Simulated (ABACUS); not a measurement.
Set-up for a self-consistent single point of SnSe2 (P-3m1, 3 atoms in the cell; from Materials Project mp-665, changed as shown).

```
SnSe2
1.0
    3.84190     0.00000     0.00000
   -1.92095     3.32718     0.00000
    0.00000     0.00000     6.61560
Sn Se
1 2
Direct
  0.00000   0.00000   0.00000
  0.66667   0.33333   0.75710
  0.33333   0.66667   0.24290
```

Computed with PBEsol, PseudoDojo 0.4 standard norm-conserving PBEsol (tails mended) pseudopotentials (plane waves; ABACUS 3.10.1).

ABACUS settings:

| setting | value |
|---|---|
| KPT | Gamma 7 7 3 0 0 0 |
| basis_type | pw |
| ecutwfc | 86 Ry |
| smearing_method | gaussian |
| smearing_sigma | 0.000734986 Ry |
| potentials | PseudoDojo 0.4 standard norm-conserving PBEsol (tails mended) |
| symmetry | 1 |
| ks_solver | dav_subspace |
| scf_nmax | 100 |
| scf_thr | 1.0e-09 Ry |
| mixing_type | broyden |

Results:

- Number of valence electrons = 46
- Number of bands = 33
- Number of k-points after the program's reduction = 44
- Number of plane waves (most at a k-point) = 7753
- Number of SCF iterations = 8
- FFT grid = 45 × 45 × 75
- Free energy E − TS = -8732.5280 eV
- Pressure = -1.82 GPa
- Largest force (vector length) = 0.254 eV/Å

Forces (eV/Å):
```csv
atom,Fx,Fy,Fz
Sn1,0.000,0.000,0.000
Se2,0.000,0.000,0.254
Se3,0.000,0.000,-0.254
```

Stress (GPa, positive for compression):
```
-1.67   0.00   0.00
 0.00  -1.67   0.00
 0.00   0.00  -2.11
```

For comparison: a first run was changed to give this one (lattice vector c scaled by 1.02), and from it to this one the free energy goes up by 4.2 meV/atom, the pressure goes from -0.74 to -1.82 GPa and the largest force goes from 0.032 to 0.254 eV/Å.

The structure comes from a collection of computed structures, made at another level of theory; the collection holds predicted forms beside known ones.

Cost on one core: roughly 90 core-seconds.

“Tails mended”: in these copies of the files the far tail of each local potential was reset to the Coulomb form.
